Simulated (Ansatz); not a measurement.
Consider the following.

TaAl$_{3}$:
```cif
data_Al3Ta
_chemical_formula_sum 'Ta1 Al3'
_space_group_name_H-M_alt 'P 1'
_space_group_IT_number 1
_cell_length_a 5.04361
_cell_length_b 5.04361
_cell_length_c 5.04361
_cell_angle_alpha 135.301
_cell_angle_beta 135.301
_cell_angle_gamma 65.062
loop_
_space_group_symop_operation_xyz
  'x, y, z'
loop_
_atom_site_label
_atom_site_type_symbol
_atom_site_fract_x
_atom_site_fract_y
_atom_site_fract_z
_atom_site_occupancy
Ta1 Ta 0.00000 0.00000 0.00000 1
Al1 Al 0.50000 0.50000 0.00000 1
Al2 Al 0.75000 0.25000 0.50000 1
Al3 Al 0.25000 0.75000 0.50000 1
```

This is the r²SCAN-relaxed structure.

All from r²SCAN (plane waves, PAW; program Ansatz), unless another level is named. Estimate the formation energy from the elements (no fitted shifts).

-0.37 eV/atom.

Give the density of states at the Fermi level.

0.15 states/eV per atom (mean over ±0.08 eV).

Space group I4/mmm. The workflow started from a Materials Project entry (that database holds measured and hypothetical structures alike); the Crystallography Open Database files this formula in space group No. 139, but the cells were not matched. Its standing as an ambient phase is unchecked. The cell was relaxed with r²SCAN under the symmetry of its start; whether a distortion lowers the energy is not shown. No spin polarisation was allowed. The references are the lowest solids computed at this level, not always the standard phases. Spin–orbit coupling is left out wherever it is not named.

Potentials: the later of the program's two PAW sets.
